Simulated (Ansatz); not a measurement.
SiB6, one structure, two calculations

Cell: a structure deposited in the COD, its atoms then relaxed with PBE in this cell.

Space group Pm-3m (No. 221); a = 4.1300 Å.

```csv
site,Wyckoff,site symmetry,x,y,z
Si,1a,m-3m,0.0000,0.0000,0.0000
B,6f,4m.m,0.2002,0.5000,0.5000
```

One atom of each set is listed.

First run. Method: Kohn–Sham DFT in Ansatz, PBE, plane waves and PAW, scalar-relativistic, 420 eV cutoff, Γ-centred 7×7×7 k-points, Fermi–Dirac smearing 0.05 eV.

```csv
site,V_zz (10²¹ V/m²),η
B,-1.61,0.00
```

Second run. The same atoms and settings, except that the functional is r2SCAN and the cutoff is 500 eV.

(1) Given the first result, estimate the second.

## Answers

(1) 

```csv
site,V_zz,η,change of V_zz
B,-1.64,0.00,-0.03
```

No V_zz moves by more than 0.03. In per cent, |V_zz| changes by +2 on B (all sites that start above 0.5). Sites without a gradient aren't listed.

For the first run: With a gap of 0.11 eV under a smearing of 0.05 eV the band edges are partly filled, so small gradients can hang on the smearing and the k-mesh.
For the second run: With a gap of 0.15 eV under a smearing of 0.05 eV the band edges are partly filled, so small gradients can hang on the smearing and the k-mesh.
